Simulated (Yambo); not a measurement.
Yambo run on RbOH (space group Cmc2_1, No. 36). The wavefunctions are norm-conserving PBEsol (Quantum ESPRESSO, 84 Ry, without SOC) ones on a 4×4×2 mesh (16 occupied bands); a = 5.774 Å, b = 5.774 Å, c = 4.203 Å, α = 90.00°, β = 90.00°, γ = 138.22°.

Yambo input:

```
rim_cut
gw0
dyson
el_el_corr
HF_and_locXC
mpa
em1d
RandQpts= 1000000
RandGvec= 1 Ry
EXXRLvcs= 84 Ry
VXCRLvcs= 336 Ry
Chimod= "HARTREE"
% BndsRnXm
 1 | 133 |
%
NGsBlkXm= 7 Ry
% LongDrXm
 1.0 | 1.0 | 1.0 |
%
EnSampXm= "2l"
EnGridXm= "lP"
% EnRngeXm
 0.0 | 40.0 | eV
%
% ImRngeXm
 2.72114 | 27.21138 | eV
%
% DmRngeXm
 0.02721 | 2.72114 | eV
%
ETStpsXm= 8
IntSolXm= "PT"
% GbndRnge
 1 | 133 |
%
GTermKind= "none"
DysSolver= "n"
ExtendOut
% QPkrange
 1 | 1 | 16 | 17 |
%
```

k points by index: 1 = Γ.

Table of the .qp output:

```
#    K-point    Band    Eo [eV]    E [eV]    E-Eo [eV]    Vxc [eV]    Vnlxc [eV]    Sc|Eo [eV]    Sc|E [eV]    dSc/dw|Eo [eV]    Re(Z)    Im(Z)
#
    1    16    0.000000    -1.247456    -1.247456    -18.46634    -24.31304    4.221459    4.599240    -8.231151    0.767730    -0.004816
    1    17    3.578893    4.548784    0.969891    -8.799936    -4.616502    -3.056344    -3.213543    -4.408918    0.860562    -0.002009
```
(The two width columns are left out.) Convergence of these settings isn't established.

Geometry of the Materials Project entry, not relaxed at this level.

The structure is a Materials Project entry; no match was found in the copy of COD used, and its stability was not checked.
